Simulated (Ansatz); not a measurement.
Question: Tl (dhcp (α-La type), P6_3/mmc) is relaxed with PBE+D3(BJ) in the plane-wave PAW code Ansatz. What lattice parameters of the conventional cell result?

Answer: a = 3.469 Å, c = 11.275 Å.

The workflow started from a Materials Project entry (that database holds measured and hypothetical structures alike). Its sites differ from those of the usual phase in this space group: another stacking or structure type. The PBE+D3(BJ) relaxation kept the symmetry of its start; its stability against distortions is not shown here. The pairwise dispersion correction was not fitted to metals. Axis ratios of metals converge slowly with the k-mesh, so a and c are less sure than the volume. Spin–orbit coupling is left out wherever it is not named.

Potentials: the later of the program's two PAW sets.
